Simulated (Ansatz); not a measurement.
Recipe of this trial structure of AlB2As3: random cell by space group and Wyckoff sites (P4/mmm, No. 123). Its size is a rough estimate.

```
Al B As
1.0
     3.85956    0.00000    0.00000
     0.00000    3.85956    0.00000
     0.00000    0.00000    7.66023
Al B As
1 2 3
Cartesian
  0.0000 0.0000 3.8301
  0.0000 0.0000 5.8236
  0.0000 0.0000 1.8366
  0.0000 0.0000 0.0000
  1.9298 1.9298 3.8301
  1.9298 1.9298 0.0000
```

Computed with Ansatz, DFT PBE, scalar-relativistic, plane waves, PAW. Cutoff 420 eV, Gaussian smearing, Γ-centred meshes. Cell and atoms relax first on a coarse mesh and then on a finer one. In between, the cell is made exact in the group found at 0.06 Å. In metals the finer mesh still leaves noise of several meV/atom or more. The steps can't lower the symmetry of their start. No spin polarisation.

A guess keeps its type if space group and coordination stay and the shape of the cell changes little (axis ratios within about 15 %, angles within 6°); the volume may change.

Q: Will the relaxed cell still be of the starting type?

A: It keeps its type. The symmetry stays P4/mmm (No. 123). The volume per atom grows by 1.1 %, from 19.0 to 19.2 Å³. The shortest distance goes from 1.84 Å (B–As) to 1.95 Å (B–As). The ratio c/a of the conventional cell changes by a factor of 1.07. Counting neighbours within 15 % of an atom's shortest distance, the start has Al 2, As 2/4, B 2 and the end Al 2, As 2/4, B 2.

Formation energies are uncorrected and refer to the elements' standard structures at the same level.

Q: At what energy does it end?

A: +1.14 eV/atom. It can't be a ground state, since the elements alone are lower.

The last run used a 10×10×6 mesh (in the run's order of axes) for its 6-atom cell and Gaussian smearing of 0.10 eV. The reference form of As is held partly by dispersion forces, which this level lacks. Symmetry constrained the relaxation, so the result can be a saddle point. Another cell of AlB2As3 relaxed alike, in Cmmm, lies 0.66 eV/atom lower, so this cell isn't the stable form at this level.

In counts of neighbours, a slash parts the counts of unlike sites.
